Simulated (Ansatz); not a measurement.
## Ti$_{2}$Si$_{4}$W: settings compared (Ansatz)

The command:

```bash
ansatz run input.yaml --threads 1 --pin off --max-ram 2560MiB --backend cpu --events-out ev --progress --plain --runs-dir out
```

input.yaml:

```yaml
crystal:
  lattice:
    - [-3.117666, 3.117666, 2.547271]
    - [3.117666, -3.117666, 2.547271]
    - [3.117666, 3.117666, -2.547271]
  atoms:
    - { symbol: W, position: [0.0, 0.0, 0.0] }
    - { symbol: Si, position: [0.303, 0.303, 0.606] }
    - { symbol: Si, position: [0.303, 0.697, 0.0] }
    - { symbol: Si, position: [0.697, 0.697, 0.394] }
    - { symbol: Si, position: [0.697, 0.303, 0.0] }
    - { symbol: Ti, position: [0.75, 0.25, 0.5] }
    - { symbol: Ti, position: [0.25, 0.75, 0.5] }
  symmetry: { tolerance: 0.0003 }
kpoints:
  mp_grid: { grid: [5, 5, 5], shift: [0, 0, 0] }
magnetization:
  spin_polarized: false
scf:
  occupations: { method: methfessel_paxton, width: 0.2306 }
hamiltonian:
  pseudopotentials: { kind: paw }
  xc: pbe
basis:
  ecutwfc: 420
output:
  forces: true
  stress: true
  eigenvalues: true
relax:
  max_steps: 40
  cell: {}
```

Origin of the cell: a known structure type with other elements, at an estimated volume, so it need not be a known compound.

Output of this run (shortened):

```
SCF iter   1: F=—  HF=-17928.486815 eV  Δρ=9.62e-3  dr2=1.63e-1
SCF iter   2: F=—  HF=-17928.462654 eV  S|Δr|=    0.00e0  Δρ=4.47e-3  dr2=3.44e-2
SCF iter   3: F=—  HF=-17928.455781 eV  S|Δr|=    0.00e0  Δρ=9.22e-4  dr2=1.55e-3
SCF iter   4: F=—  HF=-17928.455442 eV  S|Δr|=    0.00e0  Δρ=2.09e-4  dr2=4.31e-5
SCF iter   5: F=—  HF=-17928.455435 eV  S|Δr|=    0.00e0  Δρ=4.31e-5  dr2=1.98e-6
SCF iter   6: F=-17928.455435 eV  HF=-17928.455435 eV  S|Δr|=    0.00e0  Δρ=8.88e-6  dr2=7.19e-8
relax step   1: F+E_penalty+E_count = -17928.455435 eV  Δ(F+E_penalty+E_count) = +0.000e0 eV  max|allowed force component| = 4.429e-1 eV/Å  Δτ_max = 0.0000 Å  P = -0.911 GPa  Ω = 99.036 Å³  ( […]
relax step   2: F+E_penalty+E_count = -17928.508453 eV  Δ(F+E_penalty+E_count) = -5.302e-2 eV  max|allowed force component| = 1.510e-1 eV/Å  Δτ_max = 0.0321 Å  P = +0.972 GPa  Ω = 98.148 Å³ […]
relax step   3: F+E_penalty+E_count = -17928.519260 eV  Δ(F+E_penalty+E_count) = -1.081e-2 eV  max|allowed force component| = 1.719e-2 eV/Å  Δτ_max = 0.0185 Å  P = +0.202 GPa  Ω = 98.845 Å³ […]
relax step   4: F+E_penalty+E_count = -17928.519450 eV  Δ(F+E_penalty+E_count) = -1.907e-4 eV  max|allowed force component| = 2.012e-3 eV/Å  Δτ_max = 0.0029 Å  P = -0.002 GPa  Ω = 99.010 Å³ […]
relax step   5: F+E_penalty+E_count = -17928.519450 eV  Δ(F+E_penalty+E_count) = +7.375e-8 eV  max|allowed force component| = 2.033e-3 eV/Å  Δτ_max = 0.0000 Å  P = -0.002 GPa  Ω = 99.010 Å³  stress off target by 1.64e-2 GPa […]
SCF 5 converged in 4 iterations: F = -17928.519450 eV  dr2 = 5.93e-11
basis re-selected at this cell: Δ(F+E_penalty+E_count) = +7.375e-8 eV, ΔP = +0.000 GPa vs the last step (what re-selecting the basis moved, of the pressure what is left beyond the Pulay corre […]
SCF converged after 4 iterations
Stability not checked: this state was not tested for a lower state beside it, because cold or Methfessel-Paxton smearing, or corrected tetrahedra, fill the levels in a way that the test cannot read (fill_not_monotonic; […]
Free energy (F): -17928.519450 eV
Harris-Foulkes:  -17928.519450 eV  (|F-HF|=6.18e-11)
Internal energy: -17928.526080 eV  (E = F + TS)
E sigma→0 (E₀):  -17928.521108 eV
Entropy (-TS):   0.006629 eV (0.947 meV/atom)
Fermi energy:    15.117097 eV
--- Per-component energies (eV) ---
  E_band       = -331.574876
  E_kinetic    = 1177.555615
  E_local      = -2924.966170  (includes V_loc(G=0)·N_el)
  E_nonlocal   = 119.825508
  E_hartree    = 1229.173804
  E_xc         = -690.699847
  E_vxc        = -680.856252  (∫ρ·V_xc dr)
  E_paw        = -12711.469424  (= ΣΔE_a)
  E_vpaw       = -481.481441  (= ΣTr[D̂ρ^β])
  E_aug_tail   = 0.000238  (compensation charges beyond the density's cutoff)
  E_ewald      = -4127.945803
  E_smearing   = 0.006629  (= −TS)
  Σ components = -17928.519450   (vs F -17928.519450, Δ=0.00e0)
--- Forces (eV/Å), atoms counted from 1 ---
  atom   1  W      0.000000     0.000000     0.000000
  atom   2  Si     0.002033     0.002033     0.000000
  atom   3  Si    -0.002033     0.002033    -0.000000
  atom   4  Si    -0.002033    -0.002033    -0.000000
  atom   5  Si     0.002033    -0.002033     0.000000
  atom   6  Ti    -0.000000    -0.000000     0.000000
  atom   7  Ti     0.000000    -0.000000    -0.000000
  max |Σ_I F_I| component: 4.16e-17 eV/Å
--- Stress (GPa, compression-positive) ---
       -0.010663      -0.000000      -0.000000
       -0.000000      -0.010663       0.000000
       -0.000000       0.000000       0.016376
  P = ⅓ Tr σ = -0.0016 GPa (-0.016 kbar)
--- Relaxed structure (4 steps of the walk, 4 accepted, 1 SCFs on fresh bases) ---
  F+E_penalty+E_count = -17928.519450 eV   max|allowed force component| = 2.033e-3 eV/Å   (the final SCF, on the basis selected at the relaxed cell)
  cell:  # Å, volume = 99.0101 Å³
    - [-3.111939, 3.111939, 2.555979]
    - [3.111939, -3.111939, 2.555979]
    - [3.111939, 3.111939, -2.555979]
  atoms:
    - { symbol: W, position: [0.0, 0.0, 0.0] }
    - { symbol: Si, position: [0.296933, 0.296933, 0.593866] }
    - { symbol: Si, position: [0.296933, 0.703067, 0.0] }
    - { symbol: Si, position: [0.703067, 0.703067, 0.406134] }
    - { symbol: Si, position: [0.703067, 0.296933, 0.0] }
    - { symbol: Ti, position: [0.75, 0.250000, 0.5] }
    - { symbol: Ti, position: [0.250000, 0.75, 0.5] }
```

The same input was run again with these changes:

1. `scf.lower_state_search` default → light; `hamiltonian.pseudopotentials` { kind: paw } → { kind: paw, source: jth }
2. `scf.occupations.method` methfessel_paxton → cold; `scf.occupations.width` 0.2306 → 0.005
3. `kpoints.mp_grid.shift` [0, 0, 0] → [0.5, 0.5, 0.5]; `scf.convergence.dr2_threshold` default → 0.0001
4. `scf.algorithm` default → density_mixing

```json
{"run": "base", "end": "converged", "SCF iterations": "25", "volume (Å³/atom)": "14.14", "max force component (eV/Å)": "0.002", "moment (μB)": "–", "ΔE(σ→0) (meV/atom)": "0"}
{"run": "1", "end": "converged", "SCF iterations": "31", "volume (Å³/atom)": "14.17", "max force component (eV/Å)": "0.001", "moment (μB)": "–", "ΔE(σ→0) (meV/atom)": "–"}
{"run": "2", "end": "converged", "SCF iterations": "26", "volume (Å³/atom)": "14.14", "max force component (eV/Å)": "0.001", "moment (μB)": "–", "ΔE(σ→0) (meV/atom)": "0.33"}
{"run": "3", "end": "converged", "SCF iterations": "17", "volume (Å³/atom)": "14.15", "max force component (eV/Å)": "0.001", "moment (μB)": "–", "ΔE(σ→0) (meV/atom)": "3.27"}
{"run": "4", "end": "converged", "SCF iterations": "25", "volume (Å³/atom)": "14.14", "max force component (eV/Å)": "0.002", "moment (μB)": "–", "ΔE(σ→0) (meV/atom)": "0.00"}
```

Energies are compared only where functional, datasets, charge and starting cell are the same.

Not properties of the system: run 3 (too coarse or loose: `scf.convergence.dr2_threshold` = 0.0001).

Caveats of the base run: no moments, though an odd count or open d shells may carry them; no spin-orbit coupling, though heavy elements are present; the k mesh is coarse if the cell is a metal; the relaxation held the start's symmetry, so the end may be a saddle point; wide smearing.

Run 1: the cutoff lies below the datasets' advice.
Run 3: the SCF threshold is loose for forces.

Time of the base run: 22 s on 1 thread of Arm Neoverse V1, with other jobs on the host, peak memory 0.4 GiB, from the program's own first density.
